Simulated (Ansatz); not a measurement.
Crystals of one structure type (bcc (W type)), relaxed and computed with PBE in the plane-wave PAW code Ansatz.

```tsv
crystal	a (Å)	spin order and moments (μB)
Na	4.197	not spin-polarised
K	5.281	not spin-polarised
V	2.996	moments vanished
Fe	2.832	ferromagnetic; net 2.17 per atom; largest site about 2.2
Nb	3.309	not spin-polarised
Mo	?	not spin-polarised
Cs	6.163	not spin-polarised
W	3.184	not spin-polarised
```

Complete the blanks.


- Mo, a (Å): 3.160

Spin orders computed, not proven ground states: Fe, bcc (W type) ferromagnetic. Began spin-polarised and lost the moments: V, bcc (W type). All cells were relaxed under the symmetry of their starts (and spin orders); stability against distortions was not tested throughout. Rows with no word on spin ran without spin polarisation. Scalar-relativistic: spin–orbit coupling is off unless named, which matters more the heavier the elements.

Potentials: the later of the program's two PAW sets.
